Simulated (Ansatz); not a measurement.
Al₂Au:
```cif
data_Al8Au4
_chemical_formula_sum 'Au4 Al8'
_space_group_name_H-M_alt 'Fm-3m'
_space_group_IT_number 225
_space_group_name_Hall '-F 4 2 3'
_cell_length_a 6.00300
_cell_length_b 6.00300
_cell_length_c 6.00300
_cell_angle_alpha 90.000
_cell_angle_beta 90.000
_cell_angle_gamma 90.000
loop_
_atom_site_label
_atom_site_type_symbol
_atom_site_symmetry_multiplicity
_atom_site_Wyckoff_symbol
_atom_site_fract_x
_atom_site_fract_y
_atom_site_fract_z
_atom_site_occupancy
Au1 Au 4 a 0.00000 0.00000 0.00000 1
Al1 Al 8 c 0.25000 0.25000 0.25000 1
```
(The calculation used a cell of 3 atoms; values per cell refer to that cell.)

Relaxed with PBEsol.

Q: Which orbitals make up the states near the Fermi level in PBEsol (plane waves, PAW; program Ansatz)?

A: Within 0.5 eV of the Fermi level: Al 3p 73 %, Al 3s 9 %, Au 5d 6 %, outside the projected shells 10 %. Projections are on Löwdin-orthogonalised atomic valence shells; empty p or d shells of many metals are not among them.

Q: Tabulate the density of states.

A: States/eV per cell of 3 atoms, in 0.25 eV bins, energy from the Fermi level.

```tsv
E (eV)	total	Au 5d	Al 3p	Al 3s
-7.85	0.83	0.20	0.26	0.23
-7.60	0.80	0.26	0.22	0.21
-7.35	1.08	0.60	0.16	0.25
-7.10	3.29	2.25	0.32	0.66
-6.85	4.29	2.84	0.60	0.80
-6.60	1.58	1.12	0.28	0.15
-6.35	9.76	8.05	1.43	0.21
-6.10	3.49	3.11	0.32	0.02
-5.85	4.96	4.39	0.37	0.05
-5.60	10.11	9.16	0.50	0.07
-5.35	2.65	2.27	0.17	0.04
-5.10	0.45	0.24	0.10	0.06
-4.85	0.80	0.32	0.23	0.16
-4.60	1.18	0.39	0.40	0.29
-4.35	1.09	0.30	0.40	0.27
-4.10	0.84	0.19	0.34	0.20
-3.85	0.62	0.11	0.27	0.14
-3.60	0.73	0.13	0.33	0.17
-3.35	0.82	0.15	0.38	0.19
-3.10	0.84	0.15	0.41	0.20
-2.85	0.85	0.14	0.43	0.19
-2.60	0.83	0.12	0.45	0.18
-2.35	0.81	0.11	0.46	0.17
-2.10	1.15	0.14	0.76	0.16
-1.85	1.30	0.15	0.90	0.16
-1.60	1.24	0.13	0.87	0.15
-1.35	1.21	0.12	0.85	0.14
-1.10	1.16	0.11	0.82	0.13
-0.85	1.10	0.09	0.79	0.12
-0.60	1.06	0.08	0.77	0.11
-0.35	1.00	0.07	0.73	0.10
-0.10	0.94	0.06	0.69	0.08
0.15	0.90	0.05	0.66	0.07
0.40	0.72	0.04	0.51	0.06
0.65	0.53	0.03	0.35	0.05
0.90	0.42	0.02	0.26	0.04
1.15	0.35	0.02	0.21	0.04
1.40	0.44	0.04	0.17	0.15
1.65	0.66	0.08	0.19	0.31
1.90	0.93	0.10	0.27	0.43
2.15	1.19	0.11	0.38	0.49
2.40	1.41	0.11	0.50	0.52
2.65	1.88	0.12	0.71	0.68
2.90	1.96	0.10	0.77	0.72
3.15	1.21	0.06	0.50	0.37
3.40	0.66	0.03	0.26	0.13
3.65	0.71	0.03	0.27	0.13
3.90	2.21	0.12	1.09	0.51
4.15	2.33	0.14	1.38	0.36
4.40	1.58	0.08	0.97	0.22
4.65	1.59	0.07	0.96	0.20
```

The PBEsol relaxation kept the symmetry of its start; of distortions, only those at the zone centre were tested. Spin–orbit coupling is left out wherever it is not named.

Potentials: the later of the program's two PAW sets.
